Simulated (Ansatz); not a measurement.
Input:

Ge (space group P4_32_12)

```cif
data_Ge12
_chemical_formula_sum 'Ge12'
_space_group_name_H-M_alt 'P 1'
_space_group_IT_number 1
_cell_length_a 5.92896
_cell_length_b 5.92896
_cell_length_c 6.95422
_cell_angle_alpha 90.000
_cell_angle_beta 90.000
_cell_angle_gamma 90.000
loop_
_space_group_symop_operation_xyz
  'x, y, z'
loop_
_atom_site_label
_atom_site_type_symbol
_atom_site_fract_x
_atom_site_fract_y
_atom_site_fract_z
_atom_site_occupancy
Ge1 Ge 0.08837 0.08837 0.00000 1
Ge2 Ge 0.41163 0.58837 0.75000 1
Ge3 Ge 0.91163 0.91163 0.50000 1
Ge4 Ge 0.58837 0.41163 0.25000 1
Ge5 Ge 0.17187 0.36905 0.25768 1
Ge6 Ge 0.13095 0.67187 0.00768 1
Ge7 Ge 0.82813 0.63095 0.75768 1
Ge8 Ge 0.86905 0.32813 0.50768 1
Ge9 Ge 0.67187 0.13095 0.99232 1
Ge10 Ge 0.63095 0.82813 0.24232 1
Ge11 Ge 0.32813 0.86905 0.49232 1
Ge12 Ge 0.36905 0.17187 0.74232 1
```

Equation-of-state scan: isotropic scaling of the cell above, V₀ being its volume. The atoms relax within the cell's symmetry.

The numbers are results of PBEsol (plane waves to 420 eV, PAW, scalar-relativistic; Ansatz, a quantum-chemistry and plane-wave program), not measurements. k mesh 5×5×4 (Γ-centred), Fermi-Dirac smearing 0.05 eV. E stands for the smeared free energy. Stress and pressure are positive under compression. With the shape held, the modulus is that of even scaling; a crystal free to change shape is softer. Ge was relaxed with its symmetry unable to fall. This is one of several known forms of Ge; the measured ambient cells at hand have space group No. 227. The zero of ΔE is the relaxed starting cell.

The scan covers V/V₀ from 0.900 to 1.100 in 13 points.

Q: What is the fitted pressure derivative B₀′?

A: 4.4.

Q: What bulk modulus at fixed cell shape B₀ follows from a third-order Birch-Murnaghan fit?

A: 61.6 GPa.

(A scan under strain: stresses follow from slopes of the energy per volume, elastic moduli from its curvatures.)
